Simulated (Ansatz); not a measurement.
Mg2Si (antifluorite type, space group Fm-3m)

```cif
data_Mg8Si4
_chemical_formula_sum 'Si4 Mg8'
_space_group_name_H-M_alt 'Fm-3m'
_space_group_IT_number 225
_space_group_name_Hall '-F 4 2 3'
_cell_length_a 6.36442
_cell_length_b 6.36442
_cell_length_c 6.36442
_cell_angle_alpha 90.000
_cell_angle_beta 90.000
_cell_angle_gamma 90.000
loop_
_atom_site_label
_atom_site_type_symbol
_atom_site_symmetry_multiplicity
_atom_site_Wyckoff_symbol
_atom_site_fract_x
_atom_site_fract_y
_atom_site_fract_z
_atom_site_occupancy
Si1 Si 4 a 0.00000 0.00000 0.00000 1
Mg1 Mg 8 c 0.25000 0.25000 0.25000 1
```
(The calculation used a cell of 3 atoms; values per cell refer to that cell.)

The volume is varied about the relaxed value V₀ at fixed cell shape. Symmetry pins the atoms to their sites.

The numbers are results of PBE (plane waves to 420 eV, PAW, scalar-relativistic; Ansatz, a quantum-chemistry and plane-wave program), not measurements. k mesh 9×9×9 (Γ-centred), Fermi-Dirac smearing 0.05 eV. Energies are smeared free energies. Mg2Si was relaxed with its symmetry unable to fall. The PAW data are Ansatz's earlier set. The zero of ΔE is the relaxed starting cell.

| V (Å³/atom) | ΔE (meV/atom) |
|---|---|
| 19.335 | 43.1 |
| 19.764 | 26.6 |
| 20.194 | 14.4 |
| 20.624 | 6.2 |
| 21.053 | 1.5 |
| 21.483 | 0.0 |
| 21.913 | 1.4 |
| 22.342 | 5.5 |
| 22.772 | 11.9 |
| 23.202 | 20.4 |
| 23.631 | 30.9 |

Problem. What is the fitted pressure derivative B₀′?

Solution. 4.0.

Problem. What bulk modulus B₀ follows from a third-order Birch-Murnaghan fit?

Solution. 54.0 GPa. Check by three points about V = 21.483 Å³/atom, step 0.430: d²E/dV² ≈ (1.5 − 2·0.0 + 1.4) meV / 0.430² = 0.0157 eV/Å⁶, and V·d²E/dV² × 160.2 = 54.1 GPa.

(Under strain, the slope of the energy per volume gives the stress and its curvature an elastic modulus.)
